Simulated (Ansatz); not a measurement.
**Eigenvalues along a path: GaSb (zincblende type)**

```xyz
2
Lattice="0.0000 2.5458 2.5458 2.5458 0.0000 2.5458 2.5458 2.5458 0.0000" Properties=species:S:1:pos:R:3 pbc="T T T"
Ga    0.0000    0.0000    0.0000
Sb    1.2729    1.2729    1.2729
```

The cell comes from a relaxation on PAW files under the same functional, begun from a prototype that needn't be the stable phase.

All numbers are PBE results (scalar-relativistic) from Ansatz 0.2.0, with a Γ-centred 12×12×12 k mesh, Fermi–Dirac smearing of 0.05 eV, no spin polarisation. Methods: LAPW: all electrons, basis error target 1 meV/atom.

This run: volume at 0.55 of the series' base cell.

Spin–orbit coupling is left out, which matters for the heavy atoms.

Path points, in fractions of the reciprocal vectors: Γ (0.000, 0.000, 0.000), X (-0.500, -0.500, 0.000), U (-0.375, -0.375, 0.250), K (-0.375, 0.000, 0.375), L (0.000, 0.000, 0.500), W (-0.500, -0.250, 0.250). The distance column jumps between branches of the path. Levels in eV from the Fermi level; bands 19 to 31, counted from the lowest band of the run. The gap is zero, the pressure 106.2 GPa.

```
# k(1/Å) point b19 b20 b21 b22 b23 b24 b25 b26 b27 b28 b29 b30 b31
0.000 Γ -17.16 -17.16 -17.16 -16.94 -16.94 -16.61 0.36 0.36 0.36 2.57 2.57 2.57 4.64
0.154 - -17.19 -17.16 -17.16 -16.95 -16.94 -16.50 -0.28 -0.28 -0.17 2.24 3.32 3.32 5.07
0.309 - -17.25 -17.14 -17.14 -16.96 -16.95 -16.18 -1.37 -1.36 -1.36 1.60 4.68 4.68 5.05
0.463 - -17.29 -17.12 -17.12 -16.98 -16.95 -15.69 -2.82 -2.39 -2.39 0.96 3.80 6.17 6.17
0.617 - -17.34 -17.09 -17.09 -17.00 -16.95 -15.02 -4.40 -3.29 -3.29 0.44 2.55 7.66 7.66
0.771 - -17.37 -17.05 -17.05 -17.03 -16.95 -14.20 -6.01 -4.02 -4.02 0.07 1.55 9.14 9.14
0.926 - -17.39 -17.05 -17.03 -17.03 -16.96 -13.21 -7.60 -4.55 -4.55 -0.14 0.80 10.59 10.59
1.080 - -17.41 -17.07 -17.01 -17.01 -16.96 -12.11 -9.08 -4.88 -4.88 -0.18 0.28 12.01 12.01
1.234 X -17.41 -17.07 -17.00 -17.00 -16.96 -11.29 -10.03 -4.99 -4.99 -0.09 0.00 12.96 12.96
1.289 - -17.41 -17.07 -17.00 -17.00 -16.96 -11.28 -10.02 -5.07 -4.98 -0.05 0.09 12.64 12.85
1.343 - -17.41 -17.07 -17.00 -17.00 -16.96 -11.27 -10.00 -5.30 -4.94 -0.01 0.40 12.13 12.56
1.398 - -17.41 -17.07 -17.01 -17.00 -16.96 -11.25 -9.97 -5.62 -4.88 0.04 0.88 11.60 12.16
1.452 - -17.41 -17.08 -17.01 -16.99 -16.96 -11.23 -9.92 -5.99 -4.80 0.10 1.47 11.05 11.70
1.507 - -17.41 -17.08 -17.02 -16.99 -16.96 -11.21 -9.86 -6.35 -4.69 0.19 2.15 10.51 11.22
1.561 - -17.40 -17.08 -17.02 -16.99 -16.96 -11.22 -9.78 -6.69 -4.56 0.29 2.88 9.98 10.73
1.616 - -17.40 -17.08 -17.03 -16.98 -16.96 -11.26 -9.69 -6.96 -4.41 0.41 3.66 9.46 10.24
1.670 U -17.40 -17.08 -17.03 -16.98 -16.96 -11.35 -9.57 -7.16 -4.24 0.54 4.47 8.95 9.76
2.426 K -17.40 -17.08 -17.03 -16.98 -16.96 -11.35 -9.57 -7.16 -4.24 0.54 4.47 8.95 9.76
2.590 - -17.39 -17.09 -17.06 -16.97 -16.96 -11.98 -9.02 -7.25 -3.62 1.06 7.03 7.52 8.42
2.753 - -17.38 -17.09 -17.08 -16.96 -16.96 -12.95 -8.19 -6.72 -2.85 1.73 6.24 7.19 7.46
2.917 - -17.36 -17.10 -17.09 -16.96 -16.96 -13.95 -7.08 -5.81 -2.01 2.52 5.12 6.12 6.40
3.080 - -17.33 -17.12 -17.10 -16.96 -16.96 -14.84 -5.74 -4.65 -1.17 3.32 4.20 5.15 5.70
3.244 - -17.30 -17.14 -17.12 -16.96 -16.95 -15.58 -4.20 -3.30 -0.46 3.48 3.72 4.36 5.64
3.408 - -17.25 -17.15 -17.14 -16.95 -16.95 -16.13 -2.49 -1.83 0.04 2.97 3.45 3.76 5.99
3.571 - -17.19 -17.16 -17.16 -16.94 -16.94 -16.48 -0.73 -0.41 0.29 2.67 2.95 3.17 5.23
3.735 Γ -17.16 -17.16 -17.16 -16.94 -16.94 -16.61 0.36 0.36 0.36 2.57 2.57 2.57 4.64
3.868 - -17.18 -17.16 -17.16 -16.94 -16.94 -16.52 -0.58 0.14 0.14 2.83 2.83 2.85 5.06
4.002 - -17.23 -17.15 -17.15 -16.95 -16.95 -16.28 -2.25 -0.32 -0.32 2.86 3.36 3.36 5.97
4.136 - -17.27 -17.14 -17.14 -16.95 -16.95 -15.90 -3.99 -0.81 -0.81 2.68 3.83 3.83 6.68
4.269 - -17.31 -17.13 -17.13 -16.95 -16.95 -15.40 -5.67 -1.25 -1.25 2.51 4.02 4.02 6.58
4.403 - -17.34 -17.12 -17.12 -16.95 -16.95 -14.77 -7.23 -1.61 -1.61 2.37 3.95 3.95 6.15
4.536 - -17.37 -17.11 -17.11 -16.95 -16.95 -14.06 -8.62 -1.87 -1.87 2.29 3.79 3.79 5.78
4.670 - -17.39 -17.10 -17.10 -16.95 -16.95 -13.35 -9.74 -2.03 -2.03 2.24 3.65 3.65 5.53
4.804 L -17.39 -17.10 -17.10 -16.95 -16.95 -12.98 -10.25 -2.09 -2.09 2.23 3.60 3.60 5.45
4.913 - -17.39 -17.10 -17.10 -16.95 -16.95 -12.94 -10.21 -2.49 -2.20 2.54 3.32 3.82 5.95
5.022 - -17.39 -17.10 -17.09 -16.96 -16.95 -12.82 -10.09 -3.38 -2.55 2.90 3.02 4.63 6.98
5.131 - -17.39 -17.10 -17.08 -16.96 -16.95 -12.62 -9.90 -4.40 -3.09 2.76 3.31 5.97 8.04
5.240 - -17.39 -17.09 -17.07 -16.96 -16.96 -12.34 -9.67 -5.39 -3.77 2.83 3.62 7.49 8.26
5.349 - -17.39 -17.09 -17.06 -16.97 -16.96 -11.99 -9.44 -6.22 -4.51 3.09 3.97 7.41 7.65
5.458 - -17.39 -17.08 -17.05 -16.97 -16.96 -11.58 -9.34 -6.75 -5.23 3.51 4.36 6.53 6.93
5.567 - -17.40 -17.08 -17.04 -16.98 -16.96 -11.19 -9.45 -6.83 -5.90 4.04 4.74 5.79 6.27
5.676 W -17.40 -17.08 -17.04 -16.98 -16.95 -11.00 -9.58 -6.62 -6.34 4.59 4.63 5.63 5.82
5.753 - -17.40 -17.08 -17.04 -16.98 -16.95 -11.01 -9.60 -6.56 -6.29 4.04 4.06 6.25 6.40
5.830 - -17.40 -17.08 -17.03 -16.99 -16.96 -11.04 -9.66 -6.40 -6.17 3.19 3.22 7.24 7.38
5.908 - -17.40 -17.08 -17.03 -16.99 -16.96 -11.09 -9.74 -6.16 -5.98 2.36 2.40 8.29 8.45
5.985 - -17.41 -17.08 -17.02 -16.99 -16.96 -11.15 -9.83 -5.87 -5.74 1.60 1.65 9.37 9.55
6.062 - -17.41 -17.08 -17.01 -16.99 -16.96 -11.21 -9.91 -5.56 -5.48 0.93 0.99 10.45 10.66
6.139 - -17.41 -17.07 -17.01 -17.00 -16.96 -11.25 -9.98 -5.27 -5.23 0.39 0.47 11.50 11.72
6.216 - -17.41 -17.07 -17.00 -17.00 -16.96 -11.28 -10.02 -5.07 -5.06 0.04 0.13 12.43 12.60
6.293 X -17.41 -17.07 -17.00 -17.00 -16.96 -11.29 -10.03 -4.99 -4.99 -0.09 0.00 12.96 12.96
```
